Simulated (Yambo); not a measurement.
G0W0@PBEsol for RuP4 (space group P2_1/c, No. 14) in Yambo. Reference settings: 2×2×2 Γ-centred k mesh, bands 9 to 231 and a 7 Ry block in the screening, 231 bands in G with the Bruneval-Gonze terminator, plasmon pole fitted at 27.2 eV. The PBEsol gap (-0.5, -0.5, 0) → (-0.5, 0, 0) on this mesh is 0.75 eV; G0W0 gaps are taken between the same points.

```json
[
 {"change from the reference": "reference settings", "G0W0 gap (-0.5, -0.5, 0) → (-0.5, 0, 0) (eV)": "1.43", "shift of the valence edge (eV)": "-0.16"},
 {"change from the reference": "6 Ry block", "G0W0 gap (-0.5, -0.5, 0) → (-0.5, 0, 0) (eV)": "1.40", "shift of the valence edge (eV)": "-0.12"},
 {"change from the reference": "no random integration", "G0W0 gap (-0.5, -0.5, 0) → (-0.5, 0, 0) (eV)": "1.42", "shift of the valence edge (eV)": "-0.06"},
 {"change from the reference": "no terminator", "G0W0 gap (-0.5, -0.5, 0) → (-0.5, 0, 0) (eV)": "1.47", "shift of the valence edge (eV)": "0.00"},
 {"change from the reference": "114 bands in W", "G0W0 gap (-0.5, -0.5, 0) → (-0.5, 0, 0) (eV)": "1.40", "shift of the valence edge (eV)": "0.03"},
 {"change from the reference": "153 bands in G, no terminator", "G0W0 gap (-0.5, -0.5, 0) → (-0.5, 0, 0) (eV)": "1.50", "shift of the valence edge (eV)": "0.18"},
 {"change from the reference": "1 Ry block", "G0W0 gap (-0.5, -0.5, 0) → (-0.5, 0, 0) (eV)": "1.39", "shift of the valence edge (eV)": "0.38"},
 {"change from the reference": "3 Ry block", "G0W0 gap (-0.5, -0.5, 0) → (-0.5, 0, 0) (eV)": "…", "shift of the valence edge (eV)": "0.11"}
]
```

### Question
Estimate the withheld gaps from the other rows; the computed values follow.

### Answer

- 3 Ry block, G0W0 gap (-0.5, -0.5, 0) → (-0.5, 0, 0) (eV): 1.32

The reference isn't shown to be the converged limit. In the run with 231 bands and a 7 Ry block, which covers more k points, the smallest G0W0 gap is 1.07 eV, (-0.5, -0.5, 0) → Γ.

Spin-orbit coupling is not included.

Geometry of the Materials Project entry, not relaxed at this level; primitive cell a = 4.693 Å, b = 4.686 Å, c = 7.122 Å, α = γ = 90.00°, β = 99.48°.

The structure is a Materials Project entry; no match was found in the copy of COD used, and its stability was not checked.

A shift is the quasiparticle energy of the state minus its PBEsol energy.
